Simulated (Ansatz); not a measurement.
PtS2:
```cif
data_PtS2
_chemical_formula_sum 'Pt1 S2'
_space_group_name_H-M_alt 'P-3m1'
_space_group_IT_number 164
_space_group_name_Hall '-P 3 2"'
_cell_length_a 3.55081
_cell_length_b 3.55081
_cell_length_c 5.20259
_cell_angle_alpha 90.000
_cell_angle_beta 90.000
_cell_angle_gamma 120.000
loop_
_atom_site_label
_atom_site_type_symbol
_atom_site_symmetry_multiplicity
_atom_site_Wyckoff_symbol
_atom_site_fract_x
_atom_site_fract_y
_atom_site_fract_z
_atom_site_occupancy
Pt1 Pt 1 a 0.00000 0.00000 0.00000 1
S1 S 2 d 0.33333 0.66667 0.23558 1
```

Relaxed with r²SCAN+D4. Plane-wave PAW r²SCAN+D4 (Ansatz code) gives a gap of 0.87 eV.

Q: What gap does HSE06 give on the same cell (Ansatz, PAW)?

A: 1.35 eV, 0.48 eV more. The hybrid was solved on a coarser mesh and at special points; its gap is the smallest among all of these.

```
k  v1 r²SCAN+D4  c1 r²SCAN+D4  v1 HSE06  c1 HSE06
-  ------------  ------------  --------  --------
Γ         -0.05          2.41       [?]       [?]
A         -1.07          2.87       [?]       [?]
K         -1.40          1.09       [?]       [?]
H         -1.89          2.27     -2.33      2.89
M         -2.42          1.84       [?]       [?]
L         -1.46          2.05     -1.57      2.61
```

Q: Top valence (v1) and lowest conduction level (c1) in eV from each method's valence maximum (which need not be a listed point): supply the withheld HSE06 values.

A: 
- Γ, v1 HSE06: 0.00
- Γ, c1 HSE06: 2.96
- K, v1 HSE06: -1.76
- K, c1 HSE06: 1.61
- A, v1 HSE06: -1.23
- A, c1 HSE06: 3.46
- M, v1 HSE06: -2.78
- M, c1 HSE06: 2.40

Cost on shared cores: the r²SCAN+D4 run (SCF on a 9×9×6 mesh, then bands and DOS) roughly 60 core-seconds, the HSE06 run (SCF on 7×7×4, then a few points) about 2.9 core-minutes (a rough figure); the tasks are unlike.

Symmetry was held in the r²SCAN+D4 relaxation. No spin polarisation was allowed. Spin–orbit coupling is left out wherever it is not named.

Potentials: the later of the program's two PAW sets.
